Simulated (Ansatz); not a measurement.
Run on TiB₂ (AlB2 type): DFT, LDA, all-electron LAPW, scalar-relativistic (Ansatz 0.2.0).

The cell comes from a relaxation on PAW files under the same functional, begun from a prototype that needn't be the stable phase.

Command: `ansatz run input.yaml --threads 1 --pin off --max-ram 3072MiB --backend cpu --events-out ev --progress --plain --runs-dir out` It took 5.6 s on 1 thread of AMD EPYC 9R45 96-Core Processor (Zen 5) (shared host), peak memory 0.37 GiB.

```yaml
crystal:
  lattice:
    - [2.9940361947, 0.0, 0.0]
    - [-1.4970180973, 2.5929114045, 0.0]
    - [0.0, 0.0, 3.1596046319]
  atoms:
    - { symbol: Ti, position: [0.0, 0.0, 0.0] }
    - { symbol: B, position: [0.3333333333, 0.6666666667, 0.5] }
    - { symbol: B, position: [0.6666666667, 0.3333333333, 0.5] }
kpoints:
  mp_grid: { grid: [11, 11, 9] }
  band_path:
    path:
      - [0.0, 0.0, 0.0]
      - [0.5, 0.0, 0.0]
      - [0.3333333333, 0.3333333333, 0.0]
      - [0.0, 0.0, 0.0]
      - [0.0, 0.0, 0.5]
      - [0.5, 0.0, 0.5]
      - [0.3333333333, 0.3333333333, 0.5]
      - [0.0, 0.0, 0.5]
      - [0.5, 0.0, 0.5]
    npoints: 14
scf:
  occupations: { method: fermi_dirac, width: 0.1 }
hamiltonian:
  xc: lda
  pseudopotentials: { kind: all_electron, lapw: { basis_error: 0.001 } }
output:
  forces: true
  stress: true
  eigenvalues: true
  populations: true
  dos: { projected: true, de: 0.2, e_range: [-14, 8] }
```

Output:

```
Ti: projections on atomic orbitals take those of the free atom 1s2 2s2 2p6 3s2 3p6 3d2 4s2, of charge +0.00 (hamiltonian.pseudopotentials.projection_atoms)
B: projections on atomic orbitals take those of the free atom 1s2 2s2 2p1, of charge +0.00 (hamiltonian.pseudopotentials.projection_atoms)
LAPW: plane waves up to 9.197 Å⁻¹, error target 1.0e-3 eV per atom; small_component_spin mean_spin; B in spheres of 0.864 Å, 5 of its electrons in bands, Dirac shells []; Ti in spheres of 1.213 Å, 18 of its electrons in bands, Dirac shells [] (how accurate: hamiltonian.pseudopotentials.lapw.basis_error, Limitations)
Engine: ansatz 0.2.0
Pseudopotentials: kind: all_electron
Pseudopotential: Ti, LAPW, valence charge 18, lapw/all_electron/scalar/gaussian/Ti, Koelling and Harmon's equation, gaussian nucleus
Pseudopotential: B, LAPW, valence charge 5, lapw/all_electron/scalar/gaussian/B, Koelling and Harmon's equation, gaussian nucleus
Functional definition: SPW92
  exchange = slater_x
  correlation = pw_c
Crystal: 3 atoms, lattice volume = 24.529 Å³
Basis set: ecut = 322.24784075369894 eV, 327 PW (Γ), exchange–correlation at level 2
Bands: 18, of which v1, the nominal top of the filled ones, is band 14 counted from 1 (13 counted from 0)
Symmetry: 24 space group operations
Space group: P6/mmm (ITA 191), of the structure as read, at distance tolerance 2.9e-5 Å
k-points: 80 of 1089
Non-local potential: Ti, projectors of the file, none
Non-local potential: B, projectors of the file, none
Initial density: superposition of atomic densities (chi_scale 0.1, normalization cell, long waves kept (reshape's long-wave potential 0.00 eV rms))
Initial wavefunctions: plane waves of lowest kinetic energy (no species holds an atomic orbital)
Functional: x = slater, c = lda
iter 1 solved again at ethr=1.70e-2 eV; its pass at ethr=1.00e-1 eV (dr2=4.76e0 eV) is discarded
SCF iter   1: F=—  HF=-24529.609121 eV  |F-HF|=—  |Δ(HF+E_count)|=         —  Δρ=1.07e-1  dr2=4.77e0  ethr=1.70e-2  ⟨swp⟩=2.0  Hψ=9512  notcnv=0
preconditioner: auto → none  [metal: Δε(μ)=0.120 eV  Ē_g=9.985 eV  σ=0.100 eV  W_gap=0.27  n_scr=8 (ndim 8)  ℏωp=23.7 eV  f_vac=0.000  D(μ)=0.31/eV (n_scr^D=0)  sad-step TF]
iter 2 solved again at ethr=7.62e-4 eV; its pass at ethr=1.70e-2 eV (dr2=2.13e-1 eV) is discarded
SCF iter   2: F=—  HF=-24527.883128 eV  |F-HF|=—  |Δ(HF+E_count)|=    1.73e0  Δρ=2.57e-2  dr2=2.12e-1  ethr=7.62e-4  ⟨swp⟩=2.0  Hψ=7287  notcnv=0
SCF iter   3: F=—  HF=-24527.712356 eV  |F-HF|=—  |Δ(HF+E_count)|=   1.71e-1  Δρ=8.49e-3  dr2=1.18e-2  ethr=7.56e-4  ⟨swp⟩=3.0  Hψ=4480  notcnv=0
SCF iter   4: F=—  HF=-24527.698441 eV  |F-HF|=—  |Δ(HF+E_count)|=   1.39e-2  Δρ=2.37e-3  dr2=7.30e-4  ethr=4.20e-5  ⟨swp⟩=3.0  Hψ=4307  notcnv=0
SCF iter   5: F=—  HF=-24527.697989 eV  |F-HF|=—  |Δ(HF+E_count)|=   4.52e-4  Δρ=2.96e-4  dr2=8.50e-6  ethr=2.61e-6  ⟨swp⟩=2.4  Hψ=4072  notcnv=0
SCF iter   6: F=—  HF=-24527.697989 eV  |F-HF|=—  |Δ(HF+E_count)|=   2.32e-7  Δρ=4.46e-5  dr2=4.92e-7  ethr=3.04e-8  ⟨swp⟩=2.2  Hψ=4053  notcnv=0
SCF iter   7: F=-24527.697989 eV  HF=-24527.697989 eV  |F-HF|=1.93e-8  |Δ(HF+E_count)|=   1.93e-7  Δρ=5.59e-6  dr2=1.12e-8  ethr=1.76e-9  ⟨swp⟩=3.0  Hψ=4155  notcnv=0
SCF 1 converged in 7 iterations: F = -24527.697989 eV  dr2 = 1.12e-8
NSCF: frozen V_eff on 113 k-points
SCF converged after 7 iterations
Free energy (F): -24527.697989 eV
Harris-Foulkes:  -24527.697989 eV  (|F-HF|=1.93e-8)
Internal energy: -24527.686512 eV  (E = F + TS)
E sigma→0 (E₀):  -24527.692250 eV
Entropy (-TS):   -0.011478 eV (-3.826 meV/atom)
Fermi energy:    16.046518 eV
--- Per-component energies (eV) ---
  E_band       = -3221.627917
  E_kinetic    = 24728.222053
  E_xc         = -1310.918740
  E_electrostatic = -47944.989824  (all electrons and nuclei)
  E_smearing   = -0.011478  (= −TS)
  E_closure    = 0.000000  (closes the sum)
  E_atoms      = -24501.785179  (free atoms, spherical and without spin; not in F)
  Σ components = -24527.697989   (vs F -24527.697989, Δ=0.00e0)
  Basis errors (estimates in eV, not in F): energy 3.8e-4 per atom: plane waves 3.5e-4 (1.9e-4 summed), levels above the bands 9.2e-25, relativity 4.9e-9, radial functions 2.3e-5, core shells 3.2e-7; eigenvalues (radial functions only) 2.6e-6; not estimated: angular momenta, meshes, grids; target (lapw.basis_error) 1.0e-3; muffin-tin radii B 0.864 Å, Ti 1.213 Å
--- Forces (eV/Å), atoms counted from 1 ---
  atom   1  Ti     0.00000000     0.00000000     0.00000000
  atom   2  B      0.00000000     0.00000000     0.00000000
  atom   3  B     -0.00000000     0.00000000     0.00000000
  max |Σ_I F_I| component: 1.85e-17 eV/Å
--- Stress (GPa, compression-positive) ---
       -0.025148      -0.000000      -0.000000
       -0.000000      -0.025148      -0.000000
       -0.000000      -0.000000       0.030686
  P = ⅓ Tr σ = -0.0065 GPa (-0.065 kbar)
--- Band table (eV; the first three rows and the last of 80) ---
  k-point 0: bands = ["-421.6668", "-421.6331", "-421.6331", "-154.5035", "-154.4824", "-40.1230", "-16.7972", "-16.4641", "-16.4641", "2.5483", "13.3264", "13.3264", "13.8828", "13.9214", "18.1062", "18.1062", "19.9999", "19.9999"]
  k-point 1: bands = ["-421.6668", "-421.6331", "-421.6331", "-154.5035", "-154.4824", "-40.1206", "-16.8282", "-16.4616", "-16.4616", "2.7263", "12.4562", "13.4637", "13.4637", "15.1872", "17.6682", "17.6682", "19.6938", "19.6938"]
  k-point 2: bands = ["-421.6668", "-421.6331", "-421.6331", "-154.5035", "-154.4824", "-40.1145", "-16.9061", "-16.4552", "-16.4552", "3.2268", "10.9392", "13.8689", "13.8689", "16.3126", "16.8789", "16.8789", "18.8859", "18.8859"]
  k-point 79: bands = ["-421.6668", "-421.6331", "-421.6331", "-154.4940", "-154.4918", "-40.0287", "-16.9228", "-16.8033", "-16.7123", "7.0932", "7.8672", "10.3581", "12.8719", "12.8857", "18.7749", "20.1842", "20.4877", "20.9956"]
--- Löwdin populations: 3 sites ---
  site symbol       q [e]
     0     Ti     21.1661
     1      B      5.4003
     2      B      5.4003
  spilling = 0.001039 (of n_electrons = 32.000000)
```

populations.tsv:

```
# site	symbol	l	j	q
# orbitals = lowdin
# n_electrons = 32.000000
# spilling = 0.001039
# projection_atom_Ti: 1s2 2s2 2p6 3s2 3p6 3d2 4s2
# projection_atom_B: 1s2 2s2 2p1
0	Ti	0_1S	-	1.999947
0	Ti	0_2S	-	1.996984
0	Ti	0_3S	-	1.929223
0	Ti	0_4S	-	0.297393
0	Ti	1_2P	-	5.999956
0	Ti	1_3P	-	5.987314
0	Ti	2_3D	-	2.955294
1	B	0_1S	-	1.986360
1	B	0_2S	-	0.735256
1	B	1_2P	-	2.678700
2	B	0_1S	-	1.986360
2	B	0_2S	-	0.735256
2	B	1_2P	-	2.678700
```

Next run (volume at 0.94 of the series' base cell), as changes to the input before:

```diff
   lattice:
-    - [2.9940361947, 0.0, 0.0]
-    - [-1.4970180973, 2.5929114045, 0.0]
-    - [0.0, 0.0, 3.1596046319]
+    - [2.9400914201, 0.0, 0.0]
+    - [-1.47004571, 2.5461938593, 0.0]
+    - [0.0, 0.0, 3.0800163248]
   atoms:
   mp_grid: { grid: [11, 11, 9] }
-  band_path:
-    path:
-      - [0.0, 0.0, 0.0]
-      - [0.5, 0.0, 0.0]
-      - [0.3333333333, 0.3333333333, 0.0]
-      - [0.0, 0.0, 0.0]
-      - [0.0, 0.0, 0.5]
-      - [0.5, 0.0, 0.5]
-      - [0.3333333333, 0.3333333333, 0.5]
-      - [0.0, 0.0, 0.5]
-      - [0.5, 0.0, 0.5]
-    npoints: 14
 scf:
   populations: true
-  dos: { projected: true, de: 0.2, e_range: [-14, 8] }
```

Results part of the output:

```
SCF 1 converged in 8 iterations: F = -24527.613594 eV  dr2 = 7.69e-10
SCF converged after 8 iterations
Free energy (F): -24527.613594 eV
Harris-Foulkes:  -24527.613594 eV  (|F-HF|=1.09e-9)
Internal energy: -24527.603039 eV  (E = F + TS)
E sigma→0 (E₀):  -24527.608316 eV
Entropy (-TS):   -0.010554 eV (-3.518 meV/atom)
Fermi energy:    17.128688 eV
--- Per-component energies (eV) ---
  E_band       = -3188.910654
  E_kinetic    = 24736.388920
  E_xc         = -1313.093941
  E_electrostatic = -47950.898018  (all electrons and nuclei)
  E_smearing   = -0.010554  (= −TS)
  E_closure    = 0.000000  (closes the sum)
  E_atoms      = -24501.785179  (free atoms, spherical and without spin; not in F)
  Σ components = -24527.613594   (vs F -24527.613594, Δ=0.00e0)
  Basis errors (estimates in eV, not in F): energy 3.9e-4 per atom: plane waves 3.5e-4 (1.9e-4 summed), levels above the bands 1.0e-26, relativity 5.8e-9, radial functions 3.9e-5, core shells 5.5e-7; eigenvalues (radial functions only) 2.9e-6; not estimated: angular momenta, meshes, grids; target (lapw.basis_error) 1.0e-3; muffin-tin radii B 0.849 Å, Ti 1.190 Å
--- Forces (eV/Å), atoms counted from 1 ---
  atom   1  Ti     0.00000000     0.00000000     0.00000000
  atom   2  B      0.00000000    -0.00000000     0.00000000
  atom   3  B     -0.00000000     0.00000000     0.00000000
  max |Σ_I F_I| component: 1.85e-17 eV/Å
--- Stress (GPa, compression-positive) ---
       19.317791       0.000000       0.000000
        0.000000      19.317791       0.000000
        0.000000       0.000000      19.363795
  P = ⅓ Tr σ = 19.3331 GPa (193.331 kbar)
--- Band table (eV; the first three rows and the last of 80) ---
  k-point 0: bands = ["-420.2782", "-420.2474", "-420.2474", "-153.2069", "-153.1804", "-38.8753", "-15.5577", "-15.1904", "-15.1904", "3.3287", "14.2164", "14.2164", "14.8255", "15.0970", "19.3936", "19.3936", "21.4535", "21.4535"]
  k-point 1: bands = ["-420.2782", "-420.2474", "-420.2474", "-153.2069", "-153.1804", "-38.8719", "-15.5989", "-15.1870", "-15.1870", "3.5246", "13.4780", "14.3634", "14.3634", "16.2972", "18.8913", "18.8913", "21.1134", "21.1134"]
  k-point 2: bands = ["-420.2782", "-420.2474", "-420.2474", "-153.2069", "-153.1804", "-38.8632", "-15.7019", "-15.1784", "-15.1784", "4.0749", "11.9265", "14.7975", "14.7975", "17.4932", "18.0085", "18.0085", "20.2219", "20.2219"]
  k-point 79: bands = ["-420.2782", "-420.2474", "-420.2474", "-153.1950", "-153.1922", "-38.7524", "-15.7302", "-15.6001", "-15.4892", "7.9122", "8.7080", "11.3238", "13.8227", "13.8879", "20.1486", "21.6553", "22.0435", "22.5923"]
--- Löwdin populations: 3 sites ---
  site symbol       q [e]
     0     Ti     21.1973
     1      B      5.3849
     2      B      5.3849
  spilling = 0.001026 (of n_electrons = 32.000000)
```

Next run (volume at 0.88 of the series' base cell), as changes to the input before:

```diff
   lattice:
-    - [2.9400914201, 0.0, 0.0]
-    - [-1.47004571, 2.5461938593, 0.0]
-    - [0.0, 0.0, 3.0800163248]
+    - [2.8830486644, 0.0, 0.0]
+    - [-1.4415243322, 2.4967933837, 0.0]
+    - [0.0, 0.0, 2.9986484941]
   atoms:
```

Command: `ansatz run input.yaml --threads 1 --pin off --max-ram 3072MiB --backend cpu --events-out ev --progress --plain --runs-dir out` It took 4 s on 1 thread of AMD EPYC 9R45 96-Core Processor (Zen 5), with other jobs on the host, peak memory 0.37 GiB.

Results part of the output:

```
SCF 1 converged in 7 iterations: F = -24527.322300 eV  dr2 = 2.79e-8
SCF converged after 7 iterations
Free energy (F): -24527.322300 eV
Harris-Foulkes:  -24527.322300 eV  (|F-HF|=4.20e-8)
Internal energy: -24527.312469 eV  (E = F + TS)
E sigma→0 (E₀):  -24527.317385 eV
Entropy (-TS):   -0.009831 eV (-3.277 meV/atom)
Fermi energy:    18.335233 eV
--- Per-component energies (eV) ---
  E_band       = -3152.262847
  E_kinetic    = 24745.983441
  E_xc         = -1315.543380
  E_electrostatic = -47957.752530  (all electrons and nuclei)
  E_smearing   = -0.009831  (= −TS)
  E_closure    = 0.000000  (closes the sum)
  E_atoms      = -24501.785179  (free atoms, spherical and without spin; not in F)
  Σ components = -24527.322300   (vs F -24527.322300, Δ=0.00e0)
  Basis errors (estimates in eV, not in F): energy 4.2e-4 per atom: plane waves 3.5e-4 (1.9e-4 summed), levels above the bands 4.1e-29, relativity 6.7e-9, radial functions 6.9e-5, core shells 9.8e-7; eigenvalues (radial functions only) 3.3e-6; not estimated: angular momenta, meshes, grids; target (lapw.basis_error) 1.0e-3; muffin-tin radii B 0.832 Å, Ti 1.165 Å
--- Forces (eV/Å), atoms counted from 1 ---
  atom   1  Ti    -0.00000000    -0.00000000     0.00000000
  atom   2  B     -0.00000000    -0.00000000     0.00000000
  atom   3  B      0.00000000     0.00000000     0.00000000
  max |Σ_I F_I| component: 1.85e-17 eV/Å
--- Stress (GPa, compression-positive) ---
       45.370594       0.000000       0.000000
        0.000000      45.370594       0.000000
        0.000000       0.000000      45.424964
  P = ⅓ Tr σ = 45.3887 GPa (453.887 kbar)
--- Band table (eV; the first three rows and the last of 80) ---
  k-point 0: bands = ["-418.7151", "-418.6869", "-418.6869", "-151.7700", "-151.7363", "-37.4912", "-14.1792", "-13.7690", "-13.7690", "4.2357", "15.2123", "15.2123", "15.8708", "16.4255", "20.8354", "20.8354", "23.0834", "23.0834"]
  k-point 1: bands = ["-418.7151", "-418.6869", "-418.6869", "-151.7700", "-151.7363", "-37.4864", "-14.2342", "-13.7644", "-13.7644", "4.4528", "14.6178", "15.3701", "15.3701", "17.5482", "20.2586", "20.2586", "22.7039", "22.7039"]
  k-point 2: bands = ["-418.7151", "-418.6869", "-418.6869", "-151.7700", "-151.7363", "-37.4741", "-14.3712", "-13.7528", "-13.7528", "5.0614", "13.0424", "15.8364", "15.8364", "18.8147", "19.2700", "19.2700", "21.7159", "21.7159"]
  k-point 79: bands = ["-418.7151", "-418.6869", "-418.6869", "-151.7549", "-151.7514", "-37.3289", "-14.4159", "-14.2693", "-14.1325", "8.8321", "9.6516", "12.4342", "14.8979", "15.0283", "21.6864", "23.3072", "23.7931", "24.3942"]
--- Löwdin populations: 3 sites ---
  site symbol       q [e]
     0     Ti     21.2338
     1      B      5.3667
     2      B      5.3667
  spilling = 0.001022 (of n_electrons = 32.000000)
```

Next run (volume at 0.8 of the series' base cell), as changes to the input before:

```diff
   lattice:
-    - [2.8830486644, 0.0, 0.0]
-    - [-1.4415243322, 2.4967933837, 0.0]
-    - [0.0, 0.0, 2.9986484941]
+    - [2.8016730246, 0.0, 0.0]
+    - [-1.4008365123, 2.4263200125, 0.0]
+    - [0.0, 0.0, 2.8867018061]
   atoms:
```

Results part of the output:

```
SCF 1 converged in 7 iterations: F = -24526.482430 eV  dr2 = 5.04e-9
SCF converged after 7 iterations
Free energy (F): -24526.482430 eV
Harris-Foulkes:  -24526.482430 eV  (|F-HF|=1.50e-9)
Internal energy: -24526.473239 eV  (E = F + TS)
E sigma→0 (E₀):  -24526.477835 eV
Entropy (-TS):   -0.009191 eV (-3.064 meV/atom)
Fermi energy:    20.182159 eV
--- Per-component energies (eV) ---
  E_band       = -4111.639230
  E_kinetic    = 24761.621508
  E_xc         = -1319.330779
  E_electrostatic = -47968.763969  (all electrons and nuclei)
  E_smearing   = -0.009191  (= −TS)
  E_closure    = 0.000000  (closes the sum)
  E_atoms      = -24501.785179  (free atoms, spherical and without spin; not in F)
  Σ components = -24526.482430   (vs F -24526.482430, Δ=0.00e0)
  Basis errors (estimates in eV, not in F): energy 4.1e-4 per atom: plane waves 3.5e-4 (1.9e-4 summed), levels above the bands 1.3e-32, relativity 8.4e-9, radial functions 6.2e-5, core shells 1.4e-12; eigenvalues (radial functions only) 4.0e-6; not estimated: angular momenta, meshes, grids; target (lapw.basis_error) 1.0e-3; muffin-tin radii B 0.809 Å, Ti 1.128 Å
--- Forces (eV/Å), atoms counted from 1 ---
  atom   1  Ti    -0.00000000     0.00000000     0.00000000
  atom   2  B      0.00000000    -0.00000000     0.00000000
  atom   3  B      0.00000000     0.00000000    -0.00000000
  max |Σ_I F_I| component: 1.30e-16 eV/Å
--- Stress (GPa, compression-positive) ---
       95.155887       0.000000      -0.000000
       -0.000000      95.155887      -0.000000
       -0.000000      -0.000000      95.224464
  P = ⅓ Tr σ = 95.1787 GPa (951.787 kbar)
--- Band table (eV; the first three rows and the last of 80) ---
  k-point 0: bands = ["-507.8472", "-416.2995", "-416.2748", "-416.2748", "-149.5934", "-149.5459", "-35.3949", "-12.0801", "-11.5958", "-11.5958", "5.7010", "16.7408", "16.7408", "17.4596", "18.4940", "23.0519", "23.0519", "25.5930", "25.5930"]
  k-point 1: bands = ["-507.8472", "-416.2995", "-416.2748", "-416.2748", "-149.5934", "-149.5459", "-35.3871", "-12.1621", "-11.5888", "-11.5888", "5.9535", "16.3598", "16.9151", "16.9151", "19.4937", "22.3561", "22.3561", "25.1495", "25.1495"]
  k-point 2: bands = ["-507.8472", "-416.2995", "-416.2748", "-416.2748", "-149.5934", "-149.5460", "-35.3672", "-12.3647", "-11.5712", "-11.5712", "6.6565", "14.7799", "17.4306", "17.4306", "20.8480", "21.2031", "21.2031", "24.0078", "24.0078"]
  k-point 79: bands = ["-507.8472", "-416.2995", "-416.2748", "-416.2748", "-149.5721", "-149.5672", "-35.1541", "-12.4420", "-12.2604", "-12.0765", "10.2521", "11.1056", "14.2022", "16.5727", "16.8191", "24.0491", "25.8582", "26.4968", "27.1883"]
--- Löwdin populations: 3 sites ---
  site symbol       q [e]
     0     Ti     21.2928
     1      B      5.3370
     2      B      5.3370
  spilling = 0.001034 (of n_electrons = 32.000000)
```

Next run (volume at 0.72 of the series' base cell), as changes to the input before:

```diff
   lattice:
-    - [2.8016730246, 0.0, 0.0]
-    - [-1.4008365123, 2.4263200125, 0.0]
-    - [0.0, 0.0, 2.8867018061]
+    - [2.7138613002, 0.0, 0.0]
+    - [-1.3569306501, 2.3502728283, 0.0]
+    - [0.0, 0.0, 2.7688793643]
   atoms:
```

Results part of the output:

```
SCF 1 converged in 8 iterations: F = -24524.884160 eV  dr2 = 5.04e-9
SCF converged after 8 iterations
Free energy (F): -24524.884160 eV
Harris-Foulkes:  -24524.884161 eV  (|F-HF|=1.24e-8)
Internal energy: -24524.875388 eV  (E = F + TS)
E sigma→0 (E₀):  -24524.879774 eV
Entropy (-TS):   -0.008773 eV (-2.924 meV/atom)
Fermi energy:    22.379044 eV
--- Per-component energies (eV) ---
  E_band       = -4038.712061
  E_kinetic    = 24781.521448
  E_xc         = -1323.868483
  E_electrostatic = -47982.528353  (all electrons and nuclei)
  E_smearing   = -0.008773  (= −TS)
  E_closure    = 0.000000  (closes the sum)
  E_atoms      = -24501.785179  (free atoms, spherical and without spin; not in F)
  Σ components = -24524.884160   (vs F -24524.884160, Δ=0.00e0)
  Basis errors (estimates in eV, not in F): energy 3.7e-4 per atom: plane waves 3.5e-4 (1.9e-4 summed), levels above the bands 2.5e-35, relativity 1.0e-8, radial functions 2.5e-5, core shells 1.0e-12; eigenvalues (radial functions only) 3.4e-6; not estimated: angular momenta, meshes, grids; target (lapw.basis_error) 1.0e-3; muffin-tin radii B 0.783 Å, Ti 1.089 Å
--- Forces (eV/Å), atoms counted from 1 ---
  atom   1  Ti     0.00000000     0.00000000     0.00000000
  atom   2  B      0.00000000    -0.00000000     0.00000000
  atom   3  B     -0.00000000     0.00000000     0.00000000
  max |Σ_I F_I| component: 5.55e-17 eV/Å
--- Stress (GPa, compression-positive) ---
      171.204248       0.000000       0.000000
        0.000000     171.204248       0.000000
        0.000000       0.000000     171.521180
  P = ⅓ Tr σ = 171.3099 GPa (1713.099 kbar)
--- Band table (eV; the first three rows and the last of 80) ---
  k-point 0: bands = ["-504.9578", "-413.3995", "-413.3782", "-413.3782", "-147.0496", "-146.9810", "-32.9478", "-9.6049", "-9.0217", "-9.0217", "7.5683", "18.5555", "18.5555", "19.3330", "21.0121", "25.6978", "25.6978", "28.5980", "28.5980"]
  k-point 1: bands = ["-504.9578", "-413.3995", "-413.3782", "-413.3782", "-147.0496", "-146.9810", "-32.9349", "-9.7290", "-9.0110", "-9.0110", "7.8675", "18.4221", "18.7493", "18.7493", "21.8650", "24.8535", "24.8535", "28.0726", "28.0726"]
  k-point 2: bands = ["-504.9578", "-413.3995", "-413.3782", "-413.3782", "-147.0496", "-146.9810", "-32.9021", "-10.0330", "-8.9836", "-8.9836", "8.6902", "16.8919", "19.3235", "19.3235", "23.2878", "23.4996", "23.4996", "26.7383", "26.7383"]
  k-point 79: bands = ["-504.9578", "-413.3995", "-413.3782", "-413.3782", "-147.0188", "-147.0117", "-32.5797", "-10.1643", "-9.9234", "-9.6709", "11.9556", "12.8443", "16.4140", "18.6060", "19.0144", "26.8697", "28.9248", "29.7473", "30.5583"]
--- Löwdin populations: 3 sites ---
  site symbol       q [e]
     0     Ti     21.3667
     1      B      5.2995
     2      B      5.2995
  spilling = 0.001073 (of n_electrons = 32.000000)
```

The structure type is held throughout; the real material can change phase at far lower pressure.
